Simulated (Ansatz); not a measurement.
InSb:
```xyz
2
Lattice="0.0000 3.2733 3.2733 3.2733 0.0000 3.2733 3.2733 3.2733 0.0000" Properties=species:S:1:pos:R:3 pbc="T T T"
Sb     4.9100     4.9100     4.9100
In     0.0000     0.0000     0.0000
```

Relaxed with HSE06. Special points in fractions of this cell's reciprocal vectors: Γ (0.000, 0.000, 0.000); X (0.500, 0.000, 0.500); U (0.625, 0.250, 0.625); K (0.375, 0.375, 0.750); L (0.500, 0.500, 0.500); W (0.500, 0.250, 0.750).

### Question
List the band energies nearest the valence-band maximum at these points for HSE06 in the plane-wave PAW code Ansatz.

### Answer
In eV from the valence-band maximum; about four levels below and three above (degenerate sets whole), none deeper than 8.9 eV; points with the same levels are listed once.

```
k              below                above
-  -----------------  -------------------
Γ     0.00 0.00 0.00  0.29 3.59 3.59 3.59
X  -6.28 -2.35 -2.35  1.88 1.89 9.06 9.06
U  -6.13 -3.23 -1.99       2.18 4.35 7.05
L  -5.95 -1.04 -1.04       1.05 4.47 4.47
W  -6.15 -2.97 -2.81       4.17 4.59 4.94
```

Space group F-43m (zinc blende). The HSE06 relaxation kept the symmetry of its start. The hybrid was solved on a coarse mesh, the path and, where they were found, the r²SCAN edge points; its band edges are the extreme levels among these. Spin–orbit coupling is left out wherever it is not named.

Potentials: the later of the program's two PAW sets.
